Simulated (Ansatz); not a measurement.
Sb (A7 type, space group R-3m)

```
CELL_PARAMETERS angstrom
      2.16078     1.24753     3.67966
     -2.16078     1.24753     3.67966
      0.00000    -2.49506     3.67966
ATOMIC_POSITIONS crystal
  Sb 0.23639 0.23639 0.23639
  Sb 0.76361 0.76361 0.76361
```

The volume is varied about the relaxed value V₀ at fixed cell shape. The atoms relax within the cell's symmetry.

All values below come from PBE-D3(BJ) (plane waves to 420 eV, PAW, scalar-relativistic; Ansatz, a first-principles code). k mesh 13×13×13 (Γ-centred), Fermi-Dirac smearing 0.05 eV. The energy includes the smearing's −TS. Compression counts positive. With the shape held, the modulus is that of even scaling; a crystal free to change shape is softer. Sb was relaxed with its symmetry unable to fall. Spin-orbit coupling is left out, though Sb is heavy. The PAW data are Ansatz's earlier set. ΔE is measured from the relaxed starting cell. The last digit holds for this mesh only.

```csv
V (Å³/atom),ΔE (meV/atom)
27.972,17.1
28.418,9.4
28.864,4.1
29.311,1.0
29.757,0.0
30.203,1.0
30.650,3.7
31.096,withheld
31.543,14.1
```

Q: Fit a third-order Birch-Murnaghan form (E₀, V₀, B₀, B₀′ free) to the given rows and predict ΔE at V = 31.096.

A: Least squares on the 8 given rows: ΔE = E₀ + (9V₀B₀/16)·y²·[2 + (B₀′ − 4)y], y = (V₀/V)^(2/3) − 1, with V₀ = 29.757 Å³/atom, B₀ = 46.25 GPa (160.2 GPa = 1 eV/Å³; the term in eV is multiplied by 1000), B₀′ = 3.86, E₀ = 0.02 meV/atom; root-mean-square residual 0.02 meV/atom. At 31.096 the fit gives 8.1 meV/atom; the calculation gives 8.1 meV/atom, the same to the digits shown. For the pressure the fit gives -1.9 GPa against the computed -1.9 GPa.

(A scan under strain: stresses follow from slopes of the energy per volume, elastic moduli from its curvatures.)
